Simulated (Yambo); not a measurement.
Yambo run on BaZnBO3F (space group P-6, No. 174). The wavefunctions come from this Quantum ESPRESSO step (LDA, PseudoDojo standard norm-conserving files, scalar-relativistic):

```
&CONTROL
  calculation = 'nscf'
  pseudo_dir = './pseudo'
  outdir = './out'
/
&SYSTEM
  ibrav = 0
  nat = 7
  ntyp = 5
  ecutwfc = 84.0
  ecutrho = 336.0
  occupations = 'fixed'
  force_symmorphic = .true.
  nbnd = 155
/
&ELECTRONS
  conv_thr = 7.000000000000001e-09
  diago_full_acc = .true.
  diago_thr_init = 1e-08
/
ATOMIC_SPECIES
B 10.8100 B.upf
O 15.9990 O.upf
F 18.9984 F.upf
Zn 65.3800 Zn.upf
Ba 137.3270 Ba.upf
CELL_PARAMETERS angstrom
  5.127239960000   0.000000000000   0.000000000000
 -2.563619980000   4.440320057000   0.000000000000
  0.000000000000   0.000000000000   4.363800000000
ATOMIC_POSITIONS crystal
B   0.666666667000   0.333333333000   0.000000000000
O   0.384480000000   0.309000000000   0.000000000000
O   0.924520000000   0.615520000000   0.000000000000
O   0.691000000000   0.075480000000   0.000000000000
F   0.333333333000   0.666666667000   0.500000000000
Zn   0.333333333000   0.666666667000   0.000000000000
Ba   0.000000000000   0.000000000000   0.500000000000
K_POINTS automatic
3 3 4 0 0 0
```

Yambo input:

```
rim_cut
gw0
dyson
el_el_corr
HF_and_locXC
ppa
em1d
RandQpts= 1000000
RandGvec= 1 Ry
EXXRLvcs= 84 Ry
VXCRLvcs= 336 Ry
Chimod= "HARTREE"
% BndsRnXp
 5 | 153 |
%
NGsBlkXp= 7 Ry
% LongDrXp
 1.0 | 1.0 | 1.0 |
%
PPAPntXp= 27.2114 eV
% GbndRnge
 1 | 153 |
%
GTermKind= "BG"
DysSolver= "n"
ExtendOut
% QPkrange
 1 | 1 | 29 | 30 |
 3 | 3 | 29 | 30 |
 7 | 7 | 29 | 30 |
 9 | 9 | 29 | 30 |
%
```

k points by index: 1 = Γ, 3 = A, 7 = K, 9 = H.

Table of the .qp output:

```
#    K-point    Band    Eo [eV]    E [eV]    E-Eo [eV]    Vxc [eV]    Vnlxc [eV]    Sc|Eo [eV]    Sc|E [eV]    dSc/dw|Eo [eV]    Re(Z)    Im(Z)
#
    1    29    -0.606212    -1.914857    -1.308645    -21.54934    -27.56534    4.382321    4.707361    -6.758110    0.801052    -0.001144
    1    30    3.436912    4.504903    1.067991    -11.10072    -6.643830    -3.214858    -3.388895    -4.433977    0.859885    -0.840219E-3
    3    29    -0.183212    -1.564499    -1.381287    -22.74569    -28.98762    4.516043    4.860649    -6.788132    0.800345    -0.001141
    3    30    5.286747    6.512545    1.225797    -11.26958    -6.613995    -3.213581    -3.429792    -4.799326    0.850070    -0.918738E-3
    7    29    0.000000    -1.199975    -1.199975    -20.90804    -26.71819    4.307344    4.610171    -6.866430    0.798506    -0.001154
    7    30    4.923479    5.940028    1.016549    -8.859685    -4.222980    -3.463569    -3.620156    -4.191214    0.866532    -0.836056E-3
    9    29    -0.156850    -1.376400    -1.219549    -20.63550    -26.44938    4.287059    4.594330    -6.855369    0.798765    -0.001161
    9    30    5.571449    6.861426    1.289977    -11.58433    -6.787355    -3.275099    -3.506999    -4.891497    0.847630    -0.933665E-3
```
(The two width columns are left out.) Convergence of these settings isn't established.

Geometry of the Materials Project entry, not relaxed at this level.
